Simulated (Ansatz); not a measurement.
ScAs (rock salt, Fm-3m) under volume change, the program Ansatz at the PBEsol level (PAW), scaled uniformly.

```
V (Å³/atom)  E − E(relaxed) (meV/atom)  P (GPa)
-----------  -------------------------  -------
18.018                            54.1    10.52
18.612                            22.8     6.48
19.206                             5.4     3.00
19.800                             0.0     0.00
20.394                             4.9    -2.59
20.988                            18.7    -4.81
21.582                            40.2    -6.73
```

Task: What does a third-order Birch–Murnaghan fit give for V₀, B₀ and B′?

Result: V₀ = 19.80 Å³/atom, B₀ = 92.6 GPa, B′ = 3.9.

The workflow started from an entry of the Crystallography Open Database (COD). Its standing as an ambient phase is unchecked. The cell was relaxed with PBEsol under the symmetry of its start; its stability against distortions is not shown here. No spin polarisation was allowed.

Potentials: the later of the program's two PAW sets.
